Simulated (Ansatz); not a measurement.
## CuRu2: computed properties

All numbers below come from DFT PBE, scalar-relativistic, plane waves, PAW (Ansatz).

Settings: cutoff 420 eV, Γ-centred mesh 10×10×20 on the computed 3-atom cell, Gaussian smearing of 0.10 eV; no spin polarisation.

The structure is relaxed at this level of theory with its symmetry kept, and needn't be the ground state of this composition.

```cif
data_structure
_symmetry_space_group_name_H-M 'P 1'
_symmetry_Int_Tables_number 1
_cell_length_a 4.7898
_cell_length_b 4.7898
_cell_length_c 2.3422
_cell_angle_alpha 90.000
_cell_angle_beta 90.000
_cell_angle_gamma 90.000
_cell_volume 53.74
loop_
_atom_site_label
_atom_site_type_symbol
_atom_site_fract_x
_atom_site_fract_y
_atom_site_fract_z
_atom_site_occupancy
Cu1 Cu 0.00000 0.00000 0.50000 1
Ru1 Ru 0.50000 0.00000 0.50000 1
Ru2 Ru 0.00000 0.50000 0.50000 1
```

Formation energy from the elements' standard states (uncorrected)?

+1.609 eV/atom.

Kohn–Sham band gap?

none (metal).

Density of states at the Fermi level?

4.5 states/eV per cell.

Orbital (Löwdin) character within 0.5 eV of the Fermi level?

Ru 4d 80 %, Cu 3d 10 %.

Bader charge by site (e)?

Cu (1 in the cell) -0.01, Ru (2 in the cell) 0.00.

Another cell of CuRu2 relaxed alike, in P-6m2, lies 1.25 eV/atom lower, so this cell isn't the stable form at this level.

The cell was found from a structure generator's guess, not taken from experiment. Löwdin shares on free-atom orbitals overweight diffuse shells.
